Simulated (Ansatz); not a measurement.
The relaxed structure here is a generated cell of Ga2Cu: the first start was made by a random draw of sites in a space group, and the end was not matched to a known phase here, so it may be hypothetical.

A relaxed cell of Ga$_{2}$Cu (R-3m (No. 166)), relaxed on a k-mesh at least as fine as the one used below. These are PBEsol (plane waves to 420 eV, PAW, scalar-relativistic; Ansatz, a first-principles code) values and carry that method's errors. Γ-centred k-mesh 6×6×6 on the run's cell (coarser than for final values), Fermi–Dirac smearing 0.05 eV.

```
CELL_PARAMETERS angstrom
      4.05564     2.34152     2.65661
     -4.05564     2.34152     2.65661
      0.00000    -4.68305     2.65661
ATOMIC_POSITIONS crystal
  Cu 0.50000 0.50000 0.00000
  Cu 0.00000 0.50000 0.50000
  Cu 0.50000 0.00000 0.50000
  Ga 0.65368 0.65368 0.65368
  Ga 0.34632 0.34632 0.34632
  Ga 0.00000 0.00000 0.50000
  Ga 0.50000 0.00000 0.00000
  Ga 0.00000 0.50000 0.00000
  Ga 0.00000 0.00000 0.00000
```

The atoms are displaced by (Å):

```json
[
 {"atom": "Cu1", "ux": "0.064", "uy": "0.091", "uz": "0.040"},
 {"atom": "Cu2", "ux": "-0.006", "uy": "-0.151", "uz": "-0.010"},
 {"atom": "Cu3", "ux": "-0.161", "uy": "0.008", "uz": "-0.091"},
 {"atom": "Ga4", "ux": "0.018", "uy": "0.104", "uz": "-0.016"},
 {"atom": "Ga5", "ux": "0.019", "uy": "-0.003", "uz": "0.114"},
 {"atom": "Ga6", "ux": "-0.052", "uy": "0.004", "uz": "-0.072"},
 {"atom": "Ga7", "ux": "-0.007", "uy": "-0.102", "uz": "0.084"},
 {"atom": "Ga8", "ux": "0.066", "uy": "0.064", "uz": "0.035"},
 {"atom": "Ga9", "ux": "-0.124", "uy": "-0.010", "uz": "-0.008"}
]
```

### Question
What forces (eV/Å) and pressure result?

### Answer
```
atom     Fx     Fy     Fz
----  -----  -----  -----
Cu1   -0.06  -0.34  -0.01
Cu2    1.24   0.88  -0.02
Cu3    1.30  -0.99  -0.05
Ga4   -1.35  -0.34   0.88
Ga5   -1.29   0.60  -0.74
Ga6   -0.01  -0.03   0.11
Ga7   -0.04   0.20  -0.40
Ga8   -0.14  -0.03   0.26
Ga9    0.34   0.07  -0.02
```

Pressure +1.2 GPa.

### Question
Estimate the energy cost of the displacement in the harmonic approximation and compare with the calculation.

### Answer
For a harmonic well ΔE = −½ Σ F·u = 0.340 eV a cell, or 38 meV/atom. The calculated energy relative to the undisplaced cell is +0.04 eV/atom, so the harmonic estimate holds well.

The undisplaced cell is probably no minimum: from this displacement the run went on to P-1 (No. 2), 0.25 eV/atom below it.

No spin polarisation in the result.
